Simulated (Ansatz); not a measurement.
Sc2Al (MoSi2 or CaC2 type, space group No. 139) under volume change, plane-wave PAW PBEsol (Ansatz code), shape and atoms relaxed at each volume.

| V (Å³/atom) | E − E(relaxed) (meV/atom) | P (GPa) |
|---|---|---|
| 18.760 | 42.9 | 7.97 |
| 19.378 | 18.2 | 4.94 |
| 19.997 | 4.3 | 2.30 |
| 20.615 | 0.0 | 0.00 |
| 21.234 | 3.9 | -2.00 |
| 21.852 | 15.1 | -3.74 |
| 22.471 | 32.5 | -5.25 |

Task: What does a third-order Birch–Murnaghan fit give for V₀, B₀ and B′?

Result: V₀ = 20.62 Å³/atom, B₀ = 71.3 GPa, B′ = 3.6.

Space group I4/mmm (MoSi2 or CaC2 type). The cell is a constructed one: a structure type filled with these elements; neither database checked (COD, Materials Project) lists it. Its standing as an ambient phase is unchecked. Symmetry was held in the PBEsol relaxation; its stability against distortions is not shown here. The run is not spin-polarised.

Potentials: the earlier of the program's two PAW sets.
